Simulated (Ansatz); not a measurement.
SiC:
Space group P6₃mc (No. 186); a = 3.0781 Å, b = 3.0781 Å, c = 10.0762 Å, α = 90.00°, β = 90.00°, γ = 120.00°

```json
[
 {"atom": "Si", "site": "2b", "symmetry": "3m.", "x": "0.3333", "y": "0.6667", "z": "0.4378"},
 {"atom": "Si", "site": "2a", "symmetry": "3m.", "x": "0.0000", "y": "0.0000", "z": "0.1879"},
 {"atom": "C", "site": "2b", "symmetry": "3m.", "x": "0.3333", "y": "0.6667", "z": "0.2498"},
 {"atom": "C", "site": "2a", "symmetry": "3m.", "x": "0.0000", "y": "0.0000", "z": "0.0004"}
]
```

Relaxed with PBEsol.

Task: Decompose the optical modes at the zone centre into irreducible representations, and say which are infrared and Raman allowed.

Result: Point group 6mm: Γ_opt = 3A1 + 4B1 + 3E1 + 4E2. Infrared: A1, E1. Raman: A1, E1, E2.

Task: Assign frequencies (DFPT, PBEsol in the plane-wave PAW code Ansatz; without the LO–TO term).

Result: E2 188, E2 196, E1 254, B1 394, B1 402, A1 599, E1 762, E2 770, A1 774, E2 778, E1 789, A1 825, B1 899, B1 908 cm⁻¹.

Subscripts of B labels follow the axes of the standard setting.

Space group P6_3mc (4H polytype). Symmetry was held in the PBEsol relaxation.

Potentials: the earlier of the program's two PAW sets. The files were generated under PBE; for other functionals the program regenerates the frozen cores, and for LDA and PBEsol the local potential too.
